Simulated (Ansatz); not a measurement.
The relaxed structure here is a generated cell of TaAs: the first start was made by placing the elements on the sites of a structure type, and the end was not matched to a known phase here, so it may be hypothetical. Known forms of TaAs include space group No. 109.

One starting cell of TaAs (a generated cell, TaAs built in the AFLOW prototype AB_hR6_160_b_b (B13, as in NiS)) was relaxed twice with Ansatz (plane waves, PAW, scalar-relativistic): with r2SCAN at 500 eV and with PBE at 420 eV. The r2SCAN result:

```
TaAs
1.0
    5.56878     3.21514     1.16111
   -5.56878     3.21514     1.16111
    0.00000    -6.43027     1.16111
Ta As
3 3
Direct
  0.98063   0.98063   0.73151
  0.98063   0.73151   0.98063
  0.73151   0.98063   0.98063
  0.28314   0.28314   0.62774
  0.28314   0.62774   0.28314
  0.62774   0.28314   0.28314
```

```json
[
 {"quantity": "space group", "r2SCAN": "R3m", "PBE": "R3m"},
 {"quantity": "volume (Å³/atom)", "r2SCAN": "20.79", "PBE": "(withheld)"},
 {"quantity": "a (Å)", "r2SCAN": "11.138", "PBE": "(withheld)"},
 {"quantity": "c (Å)", "r2SCAN": "3.483", "PBE": "(withheld)"},
 {"quantity": "gap (eV, no spin-orbit coupling)", "r2SCAN": "0.00", "PBE": "(withheld)"}
]
```

Task: Fill in the PBE column.

Result: 
- volume (Å³/atom), PBE: 21.08
- a (Å), PBE: 11.240
- c (Å), PBE: 3.468
- gap (eV, no spin-orbit coupling), PBE: 0.00

Both levels end in the same structure; PBE's volume is 1.4 % larger. Neither column is exact.

No spin polarisation in the result.

The run could not lose the symmetry of its start: the end is stationary, and may be a saddle point rather than a minimum.

Ansatz is a program for electronic structure.
